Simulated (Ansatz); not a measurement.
**TiO2 (I4_1/amd), work and stress of cleavage**

Computed with DFT r2SCAN, scalar-relativistic, plane waves, PAW in Ansatz 0.2.0. Cutoff 500 eV, Γ-centred 6×6×3 k-points, Gaussian smearing of 0.05 eV. No spin polarisation. Energies are free energies at this smearing, counted from the undisturbed cell; pressure is positive in compression.

Zero of the scan (relaxed at this level):

```
Ti O
1.0
    -3.77794    0.00000    0.00000
     0.00000   -3.77794    0.00000
     0.00000    0.00000    9.58280
Ti O
4 8
Direct
  0.00000 0.00000 0.87500
  0.50000 0.50000 0.37500
  0.50000 0.00000 0.62500
  0.00000 0.50000 0.12500
  0.50000 0.50000 0.58230
  0.00000 0.00000 0.08230
  0.50000 0.00000 0.83230
  0.00000 0.50000 0.33230
  0.50000 0.00000 0.41770
  0.00000 0.50000 0.91770
  0.00000 0.00000 0.66770
  0.50000 0.50000 0.16770
```

The cut lies on the cell's a–b face, a (0 0 1) plane (indices in the standard cell, whose axes needn't be the Cartesian ones shown) of area 14.27 Å², between layers 1.58 Å apart. Vector c is lengthened by d along the normal with the atoms' Cartesian places fixed: one unrelaxed cut a cell. The traction is positive where the two halves pull on each other.

```csv
d (Å),energy (J/m²),traction (GPa)
-0.30,1.54,-134.8
-0.15,0.29,-43.7
0.00,0.00,0.0
0.25,0.38,23.6
0.50,0.99,23.7
0.75,1.52,18.1
1.00,1.90,12.6
1.50,2.34,5.7
2.00,2.53,2.5
3.00,2.66,0.5
4.50,2.68,0.0
6.00,2.69,0.0
```

Task: What are the work of separation and the cleavage stress, and do they fit the universal binding curve?

Result: The energy levels off near W ≈ 2.69 J/m² (the traction is down to 0.0 GPa), the energy of the two unrelaxed faces, 1.34 J/m² each on average. The largest sampled traction is 23.7 GPa at d = 0.50 Å, and a parabola through it and its two neighbours peaks at σ_max ≈ 24.4 GPa, d ≈ 0.38 Å. The curve E = W[1 − (1 + d/ℓ)exp(−d/ℓ)] peaks in traction at d = ℓ with σ_max = W/(eℓ); with 1 J/m² per Å = 10 GPa this W and σ_max give ℓ = 0.41 Å. A parabola through that curve at the same three d peaks at 0.44 Å, against 0.38 Å here, a fair fit. Real crystals break at far lower stress, because cracks concentrate it, and on the plane of lowest W, which needn't be this one.

The cut is rigid; relaxing the faces lowers these energies and usually the stresses.

Cost: 12 runs of about 4.5 core-minutes in all, on Intel Xeon 6975P-C (Granite Rapids) (shared hosts).